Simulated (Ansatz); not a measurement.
## CaGdS2 with scf.initial_density.chi_scale changed

Level of theory: PBEsol, collinear spin, scalar-relativistic; Ansatz, plane waves to 420 eV (PAW set soft_2), k-mesh 8×8×6. These are the settings of the reference run.

Cell:

```
Ca Gd S
1.0
     3.93030    0.00000    0.00000
     0.00000    3.93030    0.00000
     0.00000    0.00000    5.56643
Ca Gd S
1 1 2
Cartesian
  0.0000 0.0000 0.0000
  1.9651 1.9651 2.7832
  0.0000 0.0000 2.7832
  1.9651 1.9651 0.0000
```

The reference run of this cell is solved again as a single point with these keys changed:

| key | reference run | changed run |
| --- | --- | --- |
| scf.initial_density.chi_scale | not typed | 0.0 |

Question: How does the changed run end?

Answer: 

| quantity | reference run | changed run |
| --- | --- | --- |
| energy, changed less reference (meV an atom) | 0 | 0.0 |
| pressure (GPa) | 0.0 | 0.0 |
| largest force (eV/Å) | 0.00 | 0.00 |
| gap on the mesh (eV) | 0.00 | 0.00 |
| moment of the cell (μB) | 6.84 | 6.84 |

The results hardly move, so this setting matters little here, or the typed value is the one that the program takes anyway. It took 17 iterations.

Caveats: the reference run: Gd without a U keeps its half-filled shell, but its 4f levels lie too near the Fermi level; the reference run: open f or d shells may hold a state above the lowest; a single point, atoms not relaxed again.
